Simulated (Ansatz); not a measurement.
Crystals of one structure type (rock salt) and one family of elements, relaxed and computed with the program Ansatz at the LDA level (PAW).

```csv
crystal,V (Å³/atom),gap (eV)
LiF,7.47,9.70
KF,17.20,?
LiBr,18.71,5.14
KCl,28.04,5.11
NaI,30.66,3.62
KBr,32.33,4.32
RbBr,37.05,4.16
```

Task: Fit a straight line to E_g against V and predict the withheld value.

Result: Least squares on the 6 shown rows: E_g = -0.184 × V + (10.072), with a scatter of 0.89. For KF this gives 6.91. The run itself gave 6.37, within the scatter.

All cells were relaxed under the symmetry of their starts (and spin orders); stability against distortions was not tested throughout. Spin–orbit coupling is left out wherever it is not named.

Potentials: the later of the program's two PAW sets.
